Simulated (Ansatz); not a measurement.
The relaxed structure here is a generated cell of Al2O3: the first start was made by placing the elements on the sites of a structure type, and the end was not matched to a known phase here, so it may be hypothetical. Known forms of Al2O3 include space group No. 167.

The end point of a relaxation of Al2O3. Calculation: r2SCAN (plane waves to 500 eV, PAW, scalar-relativistic; Ansatz, a quantum-chemistry and plane-wave program).

```cif
data_Al4O6
_chemical_formula_sum 'O6 Al4'
_space_group_name_H-M_alt 'P 1'
_space_group_IT_number 1
_cell_length_a 5.46044
_cell_length_b 5.46044
_cell_length_c 2.78856
_cell_angle_alpha 90.000
_cell_angle_beta 90.000
_cell_angle_gamma 90.000
loop_
_space_group_symop_operation_xyz
  'x, y, z'
loop_
_atom_site_label
_atom_site_type_symbol
_atom_site_fract_x
_atom_site_fract_y
_atom_site_fract_z
_atom_site_occupancy
O1 O 0.00000 0.00000 0.00000 1
O2 O 0.50000 0.50000 0.00000 1
O3 O 0.14425 0.64425 0.50000 1
O4 O 0.64425 0.85575 0.50000 1
O5 O 0.35575 0.14425 0.50000 1
O6 O 0.85575 0.35575 0.50000 1
Al1 Al 0.29744 0.79744 0.00000 1
Al2 Al 0.79744 0.70256 0.00000 1
Al3 Al 0.20256 0.29744 0.00000 1
Al4 Al 0.70256 0.20256 0.00000 1
```

Question: Find the space group and the Wyckoff positions (tolerance 0.01 Å).

Answer: Space group P4/mbm (No. 127); a = b = 5.460 Å, c = 2.789 Å, α = β = γ = 90.00°

```json
[
 {"atom": "O", "site": "2a", "symmetry": "4/m..", "x": "0.0000", "y": "0.0000", "z": "0.0000"},
 {"atom": "O", "site": "4h", "symmetry": "m.2m", "x": "0.3558", "y": "0.1442", "z": "0.5000"},
 {"atom": "Al", "site": "4g", "symmetry": "m.2m", "x": "0.2026", "y": "0.2974", "z": "0.0000"}
]
```

Question: Give the shortest distances between elements (the closest pairs, up to four, under 3.6 Å).

Answer: Al–O 1.83 Å; O–O 2.23 Å; Al–Al 2.78 Å.

```yaml
volume_per_atom: 8.31 Å³
band_gap: 2.23 eV, indirect (valence top at Z, conduction bottom at Γ) (no spin-orbit coupling)
smallest_direct_gap: 2.30 eV at Γ
```

No spin polarisation in the result.

The run could not lower the symmetry of its start; a shaken copy of this end point relaxes with r2SCAN to P2₁ (No. 4), 0.800 eV/atom lower.
